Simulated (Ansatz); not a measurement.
Ti$_{2}$CS:
```cif
data_C2S2Ti4
_chemical_formula_sum 'Ti4 C2 S2'
_space_group_name_H-M_alt 'P 1'
_space_group_IT_number 1
_cell_length_a 3.20225
_cell_length_b 3.20225
_cell_length_c 11.22244
_cell_angle_alpha 90.000
_cell_angle_beta 90.000
_cell_angle_gamma 120.000
loop_
_space_group_symop_operation_xyz
  'x, y, z'
loop_
_atom_site_label
_atom_site_type_symbol
_atom_site_fract_x
_atom_site_fract_y
_atom_site_fract_z
_atom_site_occupancy
Ti1 Ti 0.33333 0.66667 0.40096 1
Ti2 Ti 0.66667 0.33333 0.59904 1
Ti3 Ti 0.66667 0.33333 0.90096 1
Ti4 Ti 0.33333 0.66667 0.09904 1
C1 C 0.00000 0.00000 0.50000 1
C2 C 0.00000 0.00000 0.00000 1
S1 S 0.66667 0.33333 0.25000 1
S2 S 0.33333 0.66667 0.75000 1
```

Relaxed with r²SCAN.

Q: Which orbitals make up the states near the Fermi level in r²SCAN (plane waves, PAW; program Ansatz)?

A: Within 0.5 eV of the Fermi level: Ti 3d 90 %. Projections are on Löwdin-orthogonalised atomic valence shells; empty p or d shells of many metals are not among them.

Q: Tabulate the density of states.

A: States/eV per cell of 8 atoms, in 0.25 eV bins, energy from the Fermi level.

```
E (eV)  total  Ti 3d  S 3p  C 2p
------  -----  -----  ----  ----
-7.85    0.01   0.00  0.01  0.00
-7.60    0.66   0.11  0.43  0.04
-7.35    1.62   0.25  1.06  0.10
-7.10    2.40   0.37  1.60  0.13
-6.85    3.37   0.54  2.24  0.19
-6.60    2.93   0.51  1.77  0.25
-6.35    3.93   0.75  2.16  0.45
-6.10    4.76   0.88  2.71  0.55
-5.85    5.32   0.96  3.36  0.47
-5.60    3.56   0.69  2.49  0.14
-5.35    1.53   0.29  1.07  0.05
-5.10    1.47   0.29  0.98  0.09
-4.85    1.76   0.39  1.04  0.20
-4.60    3.41   0.83  1.29  1.00
-4.35    7.81   2.24  2.14  2.82
-4.10    8.47   2.89  2.55  2.57
-3.85    7.48   2.70  2.15  2.34
-3.60    5.41   2.03  1.20  1.98
-3.35   12.06   4.66  1.11  5.83
-3.10    8.52   3.21  1.18  3.86
-2.85    3.91   1.39  1.05  1.37
-2.60    2.59   0.84  0.95  0.74
-2.35    1.50   0.45  0.61  0.40
-2.10    0.72   0.26  0.30  0.14
-1.85    0.80   0.45  0.22  0.10
-1.60    1.27   0.95  0.18  0.10
-1.35    1.96   1.63  0.17  0.10
-1.10    2.31   1.99  0.14  0.10
-0.85    2.96   2.61  0.13  0.11
-0.60    3.91   3.49  0.13  0.12
-0.35    2.16   1.93  0.07  0.07
-0.10    1.53   1.40  0.04  0.04
0.15     2.76   2.53  0.09  0.06
0.40     3.33   2.97  0.16  0.10
0.65     3.61   3.16  0.17  0.13
0.90     4.22   3.71  0.20  0.14
1.15     5.14   4.55  0.24  0.14
1.40     7.48   6.55  0.38  0.23
1.65     8.89   7.83  0.39  0.28
1.90    11.18  10.01  0.42  0.31
2.15    14.59  13.07  0.56  0.41
2.40    10.65   9.32  0.55  0.33
2.65    10.22   8.60  0.79  0.43
2.90     6.56   5.06  0.58  0.55
3.15     4.28   3.17  0.31  0.48
3.40     3.01   2.03  0.11  0.48
3.65     4.04   2.55  0.10  0.71
3.90     5.76   3.50  0.22  1.12
4.15     7.13   4.21  0.29  1.48
```

Space group P6_3/mmc. The workflow started from a Materials Project entry (that database holds measured and hypothetical structures alike); the Crystallography Open Database files this formula in space group No. 194, but the cells were not matched. Whether it is the stable phase at ambient conditions was not checked. Symmetry was held in the r²SCAN relaxation; whether a distortion lowers the energy is not shown. No spin polarisation was allowed.

Potentials: the later of the program's two PAW sets.
